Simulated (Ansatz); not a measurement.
Ga (space group Cmce)

```xyz
8
Lattice="4.4255 -7.4854 0.0000 2.2128 3.7427 0.0000 0.0000 0.0000 4.4354" Properties=species:S:1:pos:R:3 pbc="T T T"
Ga     2.2128     2.5747     4.0594
Ga     4.4255    -1.1679     4.0594
Ga     2.2128    -2.5747     0.3760
Ga     4.4255    -6.3174     0.3760
Ga     2.2128     1.1679     1.8417
Ga     4.4255    -2.5747     1.8417
Ga     2.2128    -1.1679     2.5937
Ga     4.4255    -4.9106     2.5937
```

A phonon eigenvector at S = (0.5, 0.0, 0.0) is frozen into this cell: atom i moves by Q times the vector below, so Q is the largest atomic displacement, in Å. The cell is held. It is one choice among 2 degenerate patterns. (q is in reciprocal vectors of the primitive cell; the cell shown is doubled to hold the pattern.)

```
atom       x       y       z
----  ------  ------  ------
Ga1    0.321  -0.077   0.009
Ga2   -0.321   0.077  -0.009
Ga3    0.693  -0.274  -0.043
Ga4   -0.693   0.274   0.043
Ga5    0.641  -0.362   0.101
Ga6   -0.641   0.362  -0.101
Ga7    0.888  -0.447   0.109
Ga8   -0.888   0.447  -0.109
```

Computed with LDA (plane waves to 420 eV, PAW, scalar-relativistic; Ansatz, a quantum-chemistry and plane-wave program). k mesh 6×12×11 (Γ-centred), Fermi-Dirac smearing 0.05 eV. Energies are smeared free energies. With partly filled bands, energies and forces of such displacements shift with the k mesh and the smearing. Ga was relaxed with its symmetry unable to fall. ΔE is measured from the undisplaced structure. The last digit holds for this mesh only.

```tsv
Q (Å)	ΔE (meV/cell)
-0.1000	withheld
-0.0833	89.8
-0.0667	57.3
-0.0500	32.1
-0.0333	14.3
-0.0167	3.6
0.0000	0.0
0.0167	3.6
0.0333	14.3
0.0500	32.1
0.0667	57.3
0.0833	89.8
0.1000	withheld
```

Fit an even polynomial form (powers 2, 4) to the given rows and predict ΔE at Q = 0.1000.

Least squares on the 11 given rows: ΔE = (12800)·Q² + (20720)·Q⁴, in meV/cell with Q in Å; root-mean-square residual 0.05 meV/cell. At 0.1000 the fit gives 130.1 meV/cell; the calculation gives 129.8 meV/cell, so the extrapolation is off by 0.3 (+0.2 %). The quadratic term alone would give 128.0 meV/cell.

(A displaced cell: forces are minus the slopes of the energy, force constants its curvatures, and phonons follow from these.)
